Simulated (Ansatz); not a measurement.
Starting cell, Ge (diamond):

```yaml
crystal:
  lattice:
    - [0.00000, 2.83729, 2.83729]
    - [2.83729, 0.00000, 2.83729]
    - [2.83729, 2.83729, 0.00000]
  atoms:
    - { symbol: Ge, position: [0.00000, 0.00000, 0.00000] }
    - { symbol: Ge, position: [0.25000, 0.25000, 0.25000] }
```

In each cell atom 2 (Ge, nearest neighbour Ge at 2.457 Å; its periodic images, 4.0 Å or more away, move with it) moves by s·(0.577, 0.577, 0.577) (along Cartesian [111]), the rest being held.

Level of theory: r2SCAN (plane waves to 500 eV, PAW, scalar-relativistic; Ansatz, an electronic-structure program). k mesh 8×8×8 (Γ-centred), Fermi-Dirac smearing 0.05 eV. E stands for the smeared free energy. As the smearing reaches across the gap at some points, energies and forces of such displacements shift with the k mesh and the smearing. Ge was relaxed with its symmetry unable to fall. ΔE is measured from the undisplaced structure.

Successive frames, forces in eV/Å:

```csv
frame,ΔE (meV/cell),F on Ge1,F on Ge2
s = 0.100 Å,52,"(0.570, 0.570, 0.570)","(-0.570, -0.570, -0.570)"
s = 0.050 Å,14,"(0.308, 0.308, 0.308)","(-0.308, -0.308, -0.308)"
s = 0.000 Å,0,"(0.000, 0.000, 0.000)","(0.000, 0.000, 0.000)"
s = -0.050 Å,15,"(-0.362, -0.362, -0.362)","(0.362, 0.362, 0.362)"
```

Problem. What are the energy and the forces in the next frame, s = -0.100 Å?

Solution. ΔE (meV/cell) = 64.

```json
[
 {"atom": "Ge1", "Fx": "-0.766", "Fy": "-0.766", "Fz": "-0.766"},
 {"atom": "Ge2", "Fx": "0.766", "Fy": "0.766", "Fz": "0.766"}
]
```

(For displaced atoms, the force is minus the slope of the energy, and its curvature is a force constant, which sets phonon frequencies.)
